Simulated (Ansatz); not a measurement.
**E(M) for Fe3W (Pm-3m)**

```
CELL_PARAMETERS angstrom
3.63358 0.00000 0.00000
0.00000 3.63358 0.00000
0.00000 0.00000 3.63358
ATOMIC_POSITIONS crystal
Fe 0.00000 0.50000 0.50000
Fe 0.50000 0.00000 0.50000
Fe 0.50000 0.50000 0.00000
W 0.00000 0.00000 0.00000
```

The source of the geometry is a structure from the Materials Project; atoms and cell stay fixed.

Settings: PBEsol, 8×8×8 k mesh, Fermi–Dirac smearing of 0.05 eV. PAW means Ansatz 0.2.0 on its default frozen-core files; LAPW is all-electron LAPW in Ansatz 0.2.0. Site moments are integrated in spheres about the atoms, whose radii differ between the methods. Start moments of the first PAW run (μB): Fe1 3, Fe2 3, Fe3 3, W4 -1.

Each run fixes M = N↑ − N↓ with two Fermi levels; the holding field B = (E_F↑ − E_F↓)/2μB is the slope of the free energy against M over μB. Energies count from each method's free run. The held moment starts on the atoms that carry the free run's moments.

**Question.** Does the cell keep a net moment when the moments are free, and how does its energy change with a held moment?

**Answer.** The free run ends with M = 2.05 μB per cell. 
```json
{"M (μB/cell)": "0.00", "ΔF PAW (meV/cell)": "+77.2", "ΔF LAPW (meV/cell)": "+82.6", "B, PAW (T)": "–", "largest site moment, PAW (μB)": "0.00", "pressure, PAW (GPa)": "-16.6"}
{"M (μB/cell)": "0.68", "ΔF PAW (meV/cell)": "+61.6", "ΔF LAPW (meV/cell)": "+66.1", "B, PAW (T)": "-785", "largest site moment, PAW (μB)": "0.27", "pressure, PAW (GPa)": "-16.2"}
{"M (μB/cell)": "1.38", "ΔF PAW (meV/cell)": "+21.6", "ΔF LAPW (meV/cell)": "+23.5", "B, PAW (T)": "-933", "largest site moment, PAW (μB)": "0.54", "pressure, PAW (GPa)": "-15.3"}
{"M (μB/cell)": "1.85", "ΔF PAW (meV/cell)": "+2.7", "ΔF LAPW (meV/cell)": "–", "B, PAW (T)": "-423", "largest site moment, PAW (μB)": "0.72", "pressure, PAW (GPa)": "-14.3"}
{"M (μB/cell)": "2.26", "ΔF PAW (meV/cell)": "+2.6", "ΔF LAPW (meV/cell)": "–", "B, PAW (T)": "+417", "largest site moment, PAW (μB)": "0.87", "pressure, PAW (GPa)": "-13.2"}
{"M (μB/cell)": "2.57", "ΔF PAW (meV/cell)": "+13.9", "ΔF LAPW (meV/cell)": "–", "B, PAW (T)": "+814", "largest site moment, PAW (μB)": "0.99", "pressure, PAW (GPa)": "-12.2"}
{"M (μB/cell)": "3.08", "ΔF PAW (meV/cell)": "+45.7", "ΔF LAPW (meV/cell)": "–", "B, PAW (T)": "+1344", "largest site moment, PAW (μB)": "1.19", "pressure, PAW (GPa)": "-10.4"}
```

Against an unpolarised PAW run, spin polarisation gains 19.3 meV per atom; the pressure goes from -16.6 to -13.8 GPa, the usual magnetovolume effect: the magnetic state wants the larger volume.

Separate runs put a uniform field on the spins (g = 2):

```tsv
field (T)	M PAW (μB/cell)	M LAPW (μB/cell)
300	2.193	–
600	2.386	2.404
```

The rows needn't lie on one branch: at M = 0 the run is unmagnetised, so slopes across such rows needn't follow B.

The PAW files were made with PBE; the program remakes their cores once for the run's functional and then keeps them frozen. The Ansatz runs typed with the search for lower states off end where their start leads. Spin–orbit coupling is left out although heavy atoms are present. These are results for the start and cell typed. The real compound can order otherwise, in a larger cell, or not at all, since semilocal functionals at zero temperature often overstate magnetism.
